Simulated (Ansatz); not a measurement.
SiGe (CsCl type, space group No. 221) under volume change, PBE (plane waves, PAW; program Ansatz), scaled uniformly.

```json
[
 {"V (Å³/atom)": "15.500", "E − E(relaxed) (meV/atom)": "38.4", "P (GPa)": "8.83"},
 {"V (Å³/atom)": "16.011", "E − E(relaxed) (meV/atom)": "15.9", "P (GPa)": "5.34"},
 {"V (Å³/atom)": "16.521", "E − E(relaxed) (meV/atom)": "3.7", "P (GPa)": "2.42"},
 {"V (Å³/atom)": "17.032", "E − E(relaxed) (meV/atom)": "0.0", "P (GPa)": "0.00"},
 {"V (Å³/atom)": "17.543", "E − E(relaxed) (meV/atom)": "3.2", "P (GPa)": "-1.95"},
 {"V (Å³/atom)": "18.054", "E − E(relaxed) (meV/atom)": "12.1", "P (GPa)": "-3.62"},
 {"V (Å³/atom)": "18.565", "E − E(relaxed) (meV/atom)": "26.0", "P (GPa)": "-5.06"}
]
```

**Question.** What does a third-order Birch–Murnaghan fit give for V₀, B₀ and B′?

**Answer.** V₀ = 17.04 Å³/atom, B₀ = 73.1 GPa, B′ = 5.1.

Space group Pm-3m (CsCl type). A made-up cell: these elements were put on the sites of a structure type; neither database checked (COD, Materials Project) lists it. Whether it is the stable phase at ambient conditions was not checked. The PBE relaxation kept the symmetry of its start; its stability against distortions is not shown here.

Potentials: the later of the program's two PAW sets.
